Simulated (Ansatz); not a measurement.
A generator proposed this cell of CdInO4.

```xyz
6
Lattice="4.2711 0.0000 0.0000 0.0000 4.2711 0.0000 0.0000 0.0000 6.7160" Properties=species:S:1:pos:R:3 pbc="T T T"
Cd    2.1355    2.1355    3.3580
In    0.0000    0.0000    0.0000
O     0.0000    0.0000    4.5588
O     2.1355    0.0000    0.0000
O     0.0000    2.1355    0.0000
O     0.0000    0.0000    2.1571
```

The calculation used DFT PBE, scalar-relativistic, plane waves, PAW (Ansatz). Plane waves to 420 eV, a k mesh through Γ of 4×4×4 on the computed 6-atom cell and Gaussian smearing (0.10 eV); no spin polarisation.

Formation energies are uncorrected and refer to the elements' standard structures at the same level (O₂ as a molecule).

Question: What does a single point on this coarse mesh give?

Answer: The pressure is -8.7 GPa (the mean over three directions, positive in compression), the largest force is 0.86 eV/Å, and the energy is +0.42 eV/atom against the elements. The shortest distance is 2.14 Å.

Question: Is it a good guess?

Answer: A rough one: relaxing gains about 0.40 eV/atom (the start's value is from the coarse mesh, so the gain is rough) in 16 ionic steps and ends at +0.02 eV/atom on the finer mesh. The symmetry stays P4/mmm (No. 123). The volume per atom shrinks by 19.6 %, from 20.4 to 16.4 Å³. The shortest distance goes from 2.14 Å (In–O) to 1.41 Å (O–O). Conventional cell: a = 4.029 Å, c = 6.071 Å. Cd is surrounded by 8 O at 2.94 Å; around In lie 4 O at 2.01 Å and 2 O at 2.33 Å; O on a site of symmetry 4mm has 1 O at 1.41 Å, 1 In at 2.33 Å and 4 Cd at 2.94 Å; 1 more site not described.

The last run used a 10×10×6 mesh (in the run's order of axes) for its 6-atom cell and Gaussian smearing of 0.10 eV. For metals, differences of a few meV/atom aren't resolved. An odd number of electrons in the primitive cell allows no gap without spin; a larger cell or a magnetic state could open one. The cell is a metal run without spin; a magnetic state may lie lower. The relaxation can't lower the symmetry of the start, and the grade says only how near the guess is to its own end. A structure relaxed within its symmetry needn't be a true minimum.
